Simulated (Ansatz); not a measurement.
LiCl:
Space group Fm-3m (No. 225); a = b = c = 4.9642 Å, α = β = γ = 90.00°

| atom | site | symmetry | x | y | z |
|---|---|---|---|---|---|
| Li | 4a | m-3m | 0.0000 | 0.0000 | 0.0000 |
| Cl | 4b | m-3m | 0.5000 | 0.5000 | 0.5000 |
(The calculation used a cell of 2 atoms; values per cell refer to that cell.)

Relaxed with LDA.

**Question.** Decompose the optical modes at the zone centre into irreducible representations, and say which are infrared and Raman allowed.

**Answer.** Point group m-3m: Γ_opt = T1u. Infrared: T1u. Raman: none.

**Question.** Assign frequencies (DFPT, LDA (plane waves, PAW; program Ansatz); without the LO–TO term).

**Answer.** T1u 228 cm⁻¹.

The LDA relaxation kept the symmetry of its start.

Potentials: the earlier of the program's two PAW sets. The files were generated under PBE; for other functionals the program regenerates the frozen cores, and for LDA and PBEsol the local potential too.
